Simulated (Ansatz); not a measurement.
All numbers below come from DFT PBE, scalar-relativistic, plane waves, PAW in Ansatz 0.2.0. Settings: cutoff 420 eV, Γ-centred meshes spaced at most about 0.3 Å⁻¹, and about 0.25 Å⁻¹ or finer for metals (2π included), Gaussian smearing. No spin polarisation in the final relaxations.

Temperature and zero-point effects are left out. All come from trial cells, and lower structures may exist.

Question: These unrelaxed guesses for Sc3AlP are each relaxed within their symmetry. Order them by the energy at which they end, lowest first.
A.

```
Sc Al P
1.0
     4.57235    0.00000    0.00000
     0.00000    4.57235    0.00000
     0.00000    0.00000    4.57235
Sc Al P
3 1 1
Direct
  0.50000 0.00000 0.00000
  0.00000 0.50000 0.00000
  0.00000 0.00000 0.50000
  0.50000 0.50000 0.50000
  0.00000 0.00000 0.00000
```

B.

```
Sc Al P
1.0
     4.29919    0.00000    0.00000
    -2.14960    3.72321    0.00000
     0.00000    0.00000    5.15990
Sc Al P
3 1 1
Direct
  0.66667 0.33333 0.24892
  0.66667 0.33333 0.75108
  0.00000 0.00000 0.00000
  0.33333 0.66667 0.00000
  0.00000 0.00000 0.50000
```

C.

```
Sc Al P
1.0
     4.41241    0.00000    0.00000
     0.00000    4.41241    0.00000
     0.00000    0.00000    4.41241
Sc Al P
3 1 1
Direct
  0.50000 0.50000 0.00000
  0.00000 0.50000 0.50000
  0.50000 0.00000 0.50000
  0.50000 0.50000 0.50000
  0.00000 0.00000 0.00000
```

Answer: A (ends in Pm-3m, antiperovskite type, 0 meV/atom), B (ends in P-6m2, 274 meV/atom), C (ends in Pm-3m, antiperovskite type, 0.88 eV/atom).

Cells relaxed within their symmetry can be saddle points. Some structure types and database cells were kept out of the candidates from the start, so a known form may be missing.
